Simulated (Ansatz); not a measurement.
CdO (rock salt)

```xyz
2
Lattice="0.0000 2.3838 2.3838 2.3838 0.0000 2.3838 2.3838 2.3838 0.0000" Properties=species:S:1:pos:R:3 pbc="T T T"
O      0.0000     0.0000     0.0000
Cd     2.3838     2.3838     2.3838
```

The slice is a {110} plane (indices of the conventional cell) through the point (0.000, 0.000, 0.000) (fractional), spanned by u = [100] and v = [1 -1 -1] in vectors of this cell: u (3.37 Å) and v (4.77 Å, at 90° to u). It covers one period; positions are fractions (u, v).

Level of theory: PBE (plane waves to 420 eV, PAW, scalar-relativistic; Ansatz, a program for electronic structure). k mesh 12×12×12. Near the nuclei the fields are pseudised (PAW); where an atom keeps semicore shells as valence, they peak there. CdO was relaxed with its symmetry unable to fall.

### Question
What is the valence density on the shortest O–Cd line in this plane (2.38 Å), at its minimum between the atoms?

### Answer
0.33 e/Å³.

### Question
What is the ELF at the density minimum of the shortest O–Cd line in this plane (2.38 Å)?

### Answer
0.1.

### Question
Predict the map of the electron localisation function (ELF) on the slice.

### Answer
```
v \ u  0.00  0.10  0.20  0.30  0.40  0.50  0.60  0.70  0.80  0.90
-----  ----  ----  ----  ----  ----  ----  ----  ----  ----  ----
0.96      x     x  0.81  0.48  0.11  0.06  0.11  0.48  0.81     x
0.86   0.81  0.77  0.59  0.25  0.08  0.05  0.08  0.25  0.59  0.77
0.75   0.10  0.10  0.10  0.07  0.04  0.03  0.04  0.07  0.10  0.10
0.64   0.46  0.41  0.26  0.12  0.06  0.05  0.06  0.12  0.26  0.41
0.54      x     x  0.45  0.21  0.08  0.06  0.08  0.21  0.45     x
0.43      x     x  0.41  0.18  0.08  0.06  0.08  0.18  0.41     x
0.32   0.32  0.27  0.17  0.10  0.05  0.04  0.05  0.10  0.17  0.27
0.21   0.26  0.24  0.17  0.10  0.05  0.04  0.05  0.10  0.17  0.24
0.11   0.81  0.82  0.72  0.35  0.09  0.05  0.09  0.35  0.72  0.82
0.00      x     x  0.81  0.49  0.12  0.06  0.12  0.49  0.81     x
```

Values: electron localisation function (ELF). Points within 0.5 Å of a nucleus are blanked (x), as the pseudised field means little there.
